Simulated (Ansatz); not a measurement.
CaF2:
```cif
data_Ca2F4
_chemical_formula_sum 'Ca2 F4'
_space_group_name_H-M_alt 'P 1'
_space_group_IT_number 1
_cell_length_a 5.15500
_cell_length_b 5.15500
_cell_length_c 3.54085
_cell_angle_alpha 90.000
_cell_angle_beta 90.000
_cell_angle_gamma 90.000
loop_
_space_group_symop_operation_xyz
  'x, y, z'
loop_
_atom_site_label
_atom_site_type_symbol
_atom_site_fract_x
_atom_site_fract_y
_atom_site_fract_z
_atom_site_occupancy
Ca1 Ca 0.00000 0.00000 0.00000 1
Ca2 Ca 0.50000 0.50000 0.50000 1
F1 F 0.30753 0.30753 0.00000 1
F2 F 0.80753 0.19247 0.50000 1
F3 F 0.19247 0.80753 0.50000 1
F4 F 0.69247 0.69247 0.00000 1
```

Relaxed with PBEsol. 

Problem. HSE06 on this cell (Ansatz, an electronic-structure program, PAW) gives a gap of 9.03 eV. What does PBEsol give?

Solution. 6.83 eV.

Cost on shared cores: the PBEsol run (SCF on a 6×6×8 mesh, then bands and DOS) very roughly 30 core-seconds, the HSE06 run (SCF on 3×3×5, then a few points) around 70 core-seconds (rough); the tasks are unlike.

Space group P4_2/mnm (rutile). The cell is a constructed one: a structure type filled with these elements; neither database checked (COD, Materials Project) lists it. It is not the phase usual at ambient conditions (space group No. 225). Symmetry was held in the PBEsol relaxation; whether a distortion lowers the energy is not shown.

Potentials: the earlier of the program's two PAW sets. The files were generated under PBE; for other functionals the program regenerates the frozen cores, and for LDA and PBEsol the local potential too.

Ansatz is a plane-wave DFT program.
